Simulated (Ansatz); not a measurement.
A geometry of Si2Ni away from equilibrium: step 2 of the relaxation of a relaxed Si2Ni cell displaced along its unstable phonon at q = Γ (171i cm⁻¹), largest move 0.15 Å. Method: PBE (plane waves to 420 eV, PAW, scalar-relativistic; Ansatz, a first-principles code). Γ-centred k-mesh 9×9×7 on the run's cell (coarser than for final values), Fermi–Dirac smearing 0.05 eV.

```
CELL_PARAMETERS angstrom
      4.20185     0.00000     0.00000
     -2.10093     3.63891     0.00000
      0.00000     0.00000     5.15055
ATOMIC_POSITIONS crystal
  Ni 0.33333 0.66667 0.22647
  Ni 0.66667 0.33333 0.72647
  Si 0.00000 0.00000 0.03852
  Si 0.00000 0.00000 0.53852
  Si 0.33333 0.66667 0.75300
  Si 0.66667 0.33333 0.25300
```

Problem. What forces act on the atoms (eV/Å)?

Solution. 
```json
[
 {"atom": "Ni1", "Fx": "0.00", "Fy": "0.00", "Fz": "-0.65"},
 {"atom": "Ni2", "Fx": "0.00", "Fy": "0.00", "Fz": "-0.65"},
 {"atom": "Si3", "Fx": "0.00", "Fy": "0.00", "Fz": "0.53"},
 {"atom": "Si4", "Fx": "0.00", "Fy": "0.00", "Fz": "0.53"},
 {"atom": "Si5", "Fx": "0.00", "Fy": "0.00", "Fz": "0.11"},
 {"atom": "Si6", "Fx": "0.00", "Fy": "0.00", "Fz": "0.11"}
]
```

Problem. What is the pressure?

Solution. -0.4 GPa, compression positive.

Problem. How far above the relaxed end point is this geometry?

Solution. 0.33 eV/atom; the path ends in P6₃mc (No. 186).

No spin polarisation in the result. A magnetic state may lie lower.

The run could not lose the symmetry of its start, so the end can be a saddle point.

The end of the path is a generated cell of Si2Ni: the first start was made by placing the elements on the sites of a structure type, and the end was not matched to a known phase here, so it may be hypothetical. Known forms of Si2Ni include space group No. 225.
